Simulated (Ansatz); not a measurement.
Al$_{2}$Pt (fluorite or antifluorite type, space group No. 225), a = 5.946 Å, b = 5.946 Å, c = 5.946 Å, α = 90.00°, β = 90.00°, γ = 90.00°; the cell used has 3 atoms.

Relaxed with PBE.

**Question.** Tabulate the valence density and the electron localisation function along the shortest Pt–Al contact (2.57 Å), PBE (plane waves, PAW; program Ansatz).

**Answer.** 

```csv
distance from Pt (Å),density (e/Å³),ELF
0.26,10.68,0.68
0.39,8.90,0.68
0.51,6.62,0.64
0.64,4.33,0.57
0.77,2.48,0.47
0.90,1.33,0.38
1.03,0.79,0.34
1.16,0.55,0.38
1.29,0.43,0.48
1.42,0.36,0.59
1.54,0.32,0.67
1.67,0.28,0.68
1.80,0.23,0.57
1.93,0.17,0.29
2.06,0.12,0.06
2.19,0.08,0.01
2.32,0.07,0.10
```

The density is the valence pseudo-density with augmentation charge, so density and ELF within about 1 Å of a nucleus are not all-electron values.

Space group Fm-3m (fluorite or antifluorite type). The cell was relaxed with PBE under the symmetry of its start; phonons on a q-mesh show no instability. The run is not spin-polarised. Scalar-relativistic: spin–orbit coupling is off unless named, which matters more the heavier the elements.

Potentials: the later of the program's two PAW sets.
